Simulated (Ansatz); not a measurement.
PtAs (zincblende structure)

Computed with Ansatz (plane waves, PAW, 420 eV cutoff): PBE, scalar-relativistic, no spin polarisation, 12×12×12 k-mesh, Gaussian smearing of 0.05 eV; PAW files: Ansatz's generated set soft_2.

```
Pt As
1.0
     0.00000    2.81295    2.81295
     2.81295    0.00000    2.81295
     2.81295    2.81295    0.00000
Pt As
1 1
Direct
  0.00000 0.00000 0.00000
  0.25000 0.25000 0.25000
```

This is a trial structure made by placing the elements on a prototype's sites, so it needn't be the stable form.

Path: Γ–X–U | K–Γ–L–W–X, with Γ = (0.000, 0.000, 0.000), X = (-0.500, -0.500, 0.000), U = (-0.375, -0.375, 0.250), K = (-0.375, 0.000, 0.375), L = (0.000, 0.000, 0.500), W = (-0.500, -0.250, 0.250) in reciprocal vectors of the calculation's cell.

Task: Is it a metal or an insulator, and if it has a gap, where are the band edges on this path?

Result: A metal: bands cross the Fermi level.

Bands as a text map, energy in eV from the Fermi level (dashes), each leg drawn with the same width:
```
  3.71 |*                    ***********                
  3.43 | *                  *                           
  3.14 |                          *                     
  2.86 |                   * *     *                    
  2.57 |  *                                             
  2.29 |**                    ***   *                   
  2.00 |                  *      *   *                  
  1.71 |  **                **        ***               
  1.43 |                                 *              
  1.14 |   *             *        *      **             
  0.86 |    *               *              *            
  0.57 |                *  *              * *           
  0.29 |                                     *          
  0.00 |----**-------***-----------*----------****------
 -0.29 |            *     **               *      **    
 -0.57 |      *  ***                                **  
 -0.86 |       *****                        *        ***
 -1.14 |     *      *******         *              **   
 -1.43 |                 *                   *    *     
 -1.71 |                                      ****      
 -2.00 |      *         *            *       **         
 -2.29 |             ***                   **  ***      
 -2.57 |       ******                 *****       ******
 -2.86 |    *********                        ***********
 -3.14 |****   ***** ************************  *****  **
 -3.43 |  *****     **** ****              ****         
 -3.71 |                *                               
 -4.00 |      *******                        ***********
        Γ      X      UK       Γ       L       W       X
```

The calculation's cell holds 33 valence electrons, an odd number. Without magnetic order each band takes two, so one stays part-filled and the crystal must be a metal. (Only strong correlation, outside this picture, could make a Mott insulator of it.)

Scalar-relativistic only: spin–orbit splittings of the heavy atoms' levels are missing. Spin polarisation wasn't tried.
